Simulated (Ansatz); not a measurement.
## In5AgSe8: computed property card

In5AgSe8:
```xyz
14
Lattice="5.8384 0.0000 0.0000 0.0000 5.8384 0.0000 0.0000 0.0000 11.9527" Properties=species:S:1:pos:R:3 pbc="T T T"
In     2.9192     0.0000     3.0260
In     0.0000     2.9192     8.9267
In     2.9192     0.0000     8.9267
In     0.0000     2.9192     3.0260
In     2.9192     2.9192     0.0000
Ag     0.0000     0.0000     5.9763
Se     4.5056     4.5056     1.3447
Se     4.5056     1.3327    10.6080
Se     1.3327     1.3327     1.3447
Se     1.3327     4.5056    10.6080
Se     1.5824     4.2560     4.5396
Se     4.2560     4.2560     7.4131
Se     4.2560     1.5824     4.5396
Se     1.5824     1.5824     7.4131
```

Space group P-42m (No. 111); conventional cell a = 5.838 Å, b = 5.838 Å, c = 11.953 Å, α = 90.00°, β = 90.00°, γ = 90.00°.

Method: the program Ansatz at the r²SCAN level (PAW). Geometry: relaxed at this level of theory. Other levels are named where they apply.

### Cell and energy

```json
{
 "volume_per_atom": "29.10 Å³",
 "density": "5.35 g/cm³",
 "Formation energy from the elements (no fitted shifts)": "-0.65 eV/atom"
}
```

### Electronic structure

```json
{
  "band_gap": "0.66 eV (indirect)",
  "valence_band_maximum": "at A",
  "conduction_band_minimum": "at Γ",
  "smallest_direct_gap_on_the_standard_path": "0.78 eV",
  "electron_effective_mass": "0.13, 0.13, 0.15 mₑ (principal values)"
}
```

### Mechanics

```json
{
 "Bulk modulus (Birch–Murnaghan fit)": "29.3 GPa",
 "Pressure derivative B′": "5.8"
}
```

The first step of the workflow began from a Materials Project structure, measured or hypothetical; the Crystallography Open Database files this formula in space group No. 111, but the cells were not matched. Its standing as an ambient phase is unchecked. The r²SCAN relaxation kept the symmetry of its start; whether a distortion lowers the energy is not shown. The run is not spin-polarised. The references are the lowest solids computed at this level, not always the standard phases. Spin–orbit coupling is left out wherever it is not named.

Potentials: the later of the program's two PAW sets.
